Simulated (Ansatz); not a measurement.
Ba$_{2}$H$_{6}$Os:
```
CELL_PARAMETERS angstrom
      0.00000     4.01833     4.01833
      4.01833     0.00000     4.01833
      4.01833     4.01833     0.00000
ATOMIC_POSITIONS crystal
  Ba 0.75000 0.75000 0.75000
  Ba 0.25000 0.25000 0.25000
  H  0.78450 0.78450 0.21550
  H  0.21550 0.21550 0.78450
  H  0.21550 0.78450 0.78450
  H  0.78450 0.21550 0.21550
  H  0.78450 0.21550 0.78450
  H  0.21550 0.78450 0.21550
  Os 0.00000 0.00000 0.00000
```

This is the HSE06-relaxed structure.

Problem. All from HSE06 in the plane-wave PAW code Ansatz, unless another level is named. Estimate the band gap.

Solution. 3.11 eV (indirect).

Problem. Predict the smallest direct gap on the standard path.

Solution. 3.39 eV.

Problem. Next, the conduction-band minimum?

Solution. at W (6 equivalent valleys).

Space group Fm-3m. The workflow started from a Materials Project entry (that database holds measured and hypothetical structures alike); the Crystallography Open Database copy checked does not list it. Its standing as an ambient phase is unchecked. The cell was relaxed with HSE06 under the symmetry of its start; whether a distortion lowers the energy is not shown. No spin polarisation was allowed. The hybrid was solved on a coarse mesh, the path and, where they were found, the r²SCAN edge points; its band edges are the extreme levels among these. Spin–orbit coupling is left out wherever it is not named.

Potentials: the later of the program's two PAW sets.
